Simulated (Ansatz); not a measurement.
An Ansatz (a quantum-chemistry and plane-wave program) input:

Ansatz 0.2 input:
```yaml
crystal:
  lattice:
    - [2.9825089346, 0.0, 0.0]
    - [0.0, 2.9825089346, 0.0]
    - [0.0, 0.0, 2.9825089346]
  atoms:
    - { symbol: Al, position: [0.0, 0.0, 0.0] }
    - { symbol: Ru, position: [0.5, 0.5, 0.5] }
kpoints:
  mp_grid: { grid: [10, 10, 10] }
  band_path:
    path:
      - [[0.0, 0.0, 0.0], [0.0, 0.5, 0.0], [0.5, 0.5, 0.0], [0.0, 0.0, 0.0], [0.5, 0.5, 0.5], [0.0, 0.5, 0.0]]  # Γ-X-M-Γ-R-X
      - [[0.5, 0.5, 0.5], [0.5, 0.5, 0.0]]  # R-M
    npoints: 12
hamiltonian:
  xc: r2scan
  pseudopotentials: { kind: paw }
magnetization: { noncollinear: true, spin_orbit: true }
scf:
  n_extra_bands: 13
  convergence: { dr2_threshold: 0.0000000001 }
  occupations: { method: gaussian, width: 0.05 }
output: { eigenvalues: true }
```

Task: How many symmetry operations and irreducible k-points will the run report?

Result: 48 operations, 56 of 1000 k-points.

Task: With a cutoff of 500 eV, how many plane waves at Γ?

Result: 691.

It took about 20 core-seconds (a rough figure) on shared server cores.

Space group Pm-3m (CsCl type). Symmetry was held in the r²SCAN relaxation. No spin polarisation was allowed.

Potentials: the later of the program's two PAW sets.

Ansatz is a plane-wave DFT program.
